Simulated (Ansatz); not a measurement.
Theory: DFT PBE, scalar-relativistic, plane waves, PAW in Ansatz. All cells share a 420 eV cutoff and Γ-centred k meshes spaced at most about 0.3 Å⁻¹ (about 0.25 or finer for metals, 2π included). No spin polarisation in the final relaxations.

These are static total energies at zero pressure.

Two relaxed structures of B10Pt:

1. Space group P-62m (No. 189), hexagonal, a = 6.491 Å, c = 3.092 Å. B on a site of symmetry -6 has 2 B at 1.55 Å and 3 B at 1.67 Å; B on a site of symmetry m has 2 B at 1.67–1.69 Å and 1 Pt at 2.11 Å; B on a second site of symmetry -6 is surrounded by 2 B at 1.55 Å; around Pt lie 6 B at 2.11 Å.

2. Space group P6/mmm (No. 191), hexagonal, a = 5.591 Å, c = 4.303 Å. B on a site of symmetry mm2 has 2 B at 1.74 Å, 2 B at 1.86 Å, 1 Pt at 2.15 Å and 2 B at 2.15 Å; B on a site of symmetry 3m is surrounded by 1 B at 1.57 Å and 3 B at 1.74 Å; around Pt lie 6 B at 2.15 Å.

Problem. Which would you expect to be lower, and how large is the difference?

Solution. Cell 2 is lower, by 139 meV/atom. Cell 1 has space group P-62m (No. 189), 10.3 Å³/atom and no gap on its mesh; cell 2 has space group P6/mmm (No. 191), 10.6 Å³/atom and no gap. Cell 1 holds B–B bonds in all directions (shortest 1.55 Å); cell 2 holds B–B chains (shortest 1.57 Å). The lower one is the more open, so pressure narrows the difference. Even the lower one lies +0.68 eV/atom against the reference forms of the elements (uncorrected), so neither is stable at this level. Both come from invented guesses.

These runs have no spin–orbit coupling, which can matter for Pt. Cells relaxed within their symmetry can be saddle points.
